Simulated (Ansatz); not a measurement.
# WC: an elastic constant from a strain scan

These are results of DFT r2SCAN, scalar-relativistic, plane waves, PAW in Ansatz 0.2.0, not measurements. The runs took a 500 eV cutoff, a Γ-centred 24×24×22 mesh and Gaussian smearing (0.15 eV). Spin–orbit coupling is left out, which can shift energies with elements as heavy as these. No spin polarisation. Energies are free energies at this smearing, counted from the undisturbed cell; pressure is positive in compression.

The undisturbed cell (relaxed at this level):

```xyz
2
Lattice="2.9121 0.0000 0.0000 -1.4560 2.5219 0.0000 0.0000 0.0000 2.8362" Properties=species:S:1:pos:R:3 pbc="T T T"
W     2.9121    0.0000    0.0000
C     1.4560    0.8406    1.4181
```

The cell is strained by ε times the Voigt pattern (0, 0, 1, 0, 0, 0) (xx, yy, zz, yz, xz, xy; engineering shear) with fractional coordinates fixed. The cell holds 2 atoms in V0 = 20.83 Å³. The stress column is τ = (1/V0) dE/dε, got from the stress tensor σ (compression positive) at each point as −det(1 + εP) σ : P(1 + εP)⁻¹, with P the pattern as a tensor.

```
      ε  ΔE (meV/atom)  τ (GPa)
-0.0600              ?        ?
-0.0300         30.654  -32.666
 0.0000          0.000    0.166
 0.0150          7.210   14.410
 0.0450         60.252   39.178
```

Question: Which combination of elastic constants does this scan measure, and how large is it?

Answer: For small ε, τ = τ0 + Kε with K = pᵀCp, which for this pattern is C33 in the Cartesian frame shown. The parabola through τ at ε = -0.0300, 0 and 0.0150 has slope K = 998 GPa at zero. The energies per cell, E = NΔE, of the same two points give K = 2[E(ε₊)/ε₊ − E(ε₋)/ε₋]/[(ε₊ − ε₋)V0] = 1027 GPa, in agreement.

Question: Predict the withheld row at ε = -0.0600 from the harmonic law, and compare.

Answer: ΔE = V0(τ0 ε + Kε²/2)/N = 116.109 meV/atom and τ = -59.71 GPa. The calculation gives 131.766 meV/atom and -72.26 GPa: the energy lies 13 % above the harmonic value, as bonds stiffen under compression.

In a metal these slopes depend on the k mesh and the smearing.

Cost: 5 runs of about 3.6 core-minutes in all, on Arm Neoverse V1 (shared hosts).